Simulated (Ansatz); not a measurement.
InSb (zinc blende)

```cif
data_In4Sb4
_chemical_formula_sum 'Sb4 In4'
_space_group_name_H-M_alt 'F-43m'
_space_group_IT_number 216
_space_group_name_Hall 'F -4 2 3'
_cell_length_a 6.63461
_cell_length_b 6.63461
_cell_length_c 6.63461
_cell_angle_alpha 90.000
_cell_angle_beta 90.000
_cell_angle_gamma 90.000
loop_
_atom_site_label
_atom_site_type_symbol
_atom_site_symmetry_multiplicity
_atom_site_Wyckoff_symbol
_atom_site_fract_x
_atom_site_fract_y
_atom_site_fract_z
_atom_site_occupancy
Sb1 Sb 4 c 0.25000 0.25000 0.25000 1
In1 In 4 a 0.00000 0.00000 0.00000 1
```
(The calculation used a cell of 2 atoms; values per cell refer to that cell.)

Grid over V/V₀ and (c/a)/(c/a)₀, subscript 0 meaning the relaxed cell; the conventional c axis lies along z; no internal relaxation.

Level of theory: PBE (plane waves to 420 eV, PAW, scalar-relativistic; Ansatz, a first-principles code). k mesh 12×12×12 (Γ-centred), Fermi-Dirac smearing 0.05 eV. Stress and pressure are positive under compression. With partly filled bands, the response to shear is sensitive to the k mesh, so small differences along c/a are uncertain. At this level the bands of InSb touch or barely overlap; measurements give the solid a gap. InSb was relaxed with its symmetry unable to fall. Spin-orbit coupling is left out, though Sb is heavy. The last digit holds for this mesh only.

Changes of σzz (GPa) from the point V/V₀ = 1.000, (c/a)/(c/a)₀ = 1.000 when one coordinate moves alone (two changes are said to add if the coupling is within 5 % of the smaller one, nearly so within 20 %):

| point | change |
|---|---|
| V/V₀ = 1.000, (c/a)/(c/a)₀ = 0.920 | 1.18 |
| V/V₀ = 1.000, (c/a)/(c/a)₀ = 0.960 | 0.65 |
| V/V₀ = 0.920, (c/a)/(c/a)₀ = 1.000 | 3.76 |
| V/V₀ = 0.960, (c/a)/(c/a)₀ = 1.000 | 1.66 |
| V/V₀ = 1.040, (c/a)/(c/a)₀ = 1.000 | -1.31 |
| V/V₀ = 1.080, (c/a)/(c/a)₀ = 1.000 | -2.34 |
| V/V₀ = 1.000, (c/a)/(c/a)₀ = 1.040 | -0.75 |
| V/V₀ = 1.000, (c/a)/(c/a)₀ = 1.080 | -1.59 |

Problem. What is the change at V/V₀ = 0.960, (c/a)/(c/a)₀ = 1.080, where both move, and how far is it from the sum?

Solution. The sum of the single changes is 1.66 + (-1.59) = 0.07; the calculation gives 0.05, so they add (within 5 % of the smaller single change).

Problem. What is the change at V/V₀ = 0.920, (c/a)/(c/a)₀ = 0.920, where both move, and how far is it from the sum?

Solution. The sum of the single changes is 3.76 + (1.18) = 4.94; the calculation gives 4.80, so the coupling contributes -0.14 (under 20 % of the smaller single change, nearly additive).

(A scan under strain: stresses follow from slopes of the energy per volume, elastic moduli from its curvatures.)
